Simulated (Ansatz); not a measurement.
A plane-wave DFT run in Ansatz 0.2.0 (scalar-relativistic PAW potentials unless the input names others): input and command.

```yaml
crystal:
  lattice:
    - [3.5858060479, 0.0, 0.0]
    - [0.0, 3.5858060479, 0.0]
    - [0.0, 0.0, 7.9438302522]
  atoms:
    - { symbol: Nb, position: [0.0, 0.5, 0.7385952499] }
    - { symbol: Nb, position: [0.5, 0.0, 0.2614047501] }
    - { symbol: Ge, position: [0.0, 0.0, 0.0] }
    - { symbol: Ge, position: [0.5, 0.5, 0.0] }
    - { symbol: As, position: [0.0, 0.5, 0.3895382305] }
    - { symbol: As, position: [0.5, 0.0, 0.6104617695] }
basis:
  ecutwfc: 500
kpoints:
  mp_grid: { grid: [10, 10, 6] }
hamiltonian:
  xc: r2scan
scf:
  occupations: { method: fermi_dirac, width: 0.3 }
  n_extra_bands: 0
  max_iter: 60
output:
  forces: true
  eigenvalues: true
  stress: true
```

```bash
ansatz run input.yaml --threads 1 --pin off --max-ram 2560MiB --backend cpu --events-out ev --progress --plain --runs-dir out
```

Problem. What will the program do with this input?

Solution. The program refuses it, because of too few bands (scf.n_extra_bands: not typed → 0). Also changed, but not at fault: scf.occupations: {"method": "gaussian", "width": 0.1} → {"method": "fermi_dirac", "width": 0.3}. With the sound run's settings it is accepted.

Abridged log:
```
Error: inconsistent input (scf.n_extra_bands, scf.occupations.method): n_bands = 42 leaves no empty band above the 42 bands per channel that the deck's 84 electrons occupy, and the occupations search for the Fermi level (a smearing at a finite width, or tetrahedra): a level found among occupied bands alone can fill a metal as an insulator; raise scf.n_extra_bands until at least 43 bands are solved (omitted, it auto-derives to 55) (see scf.n_extra_bands in the input reference)
```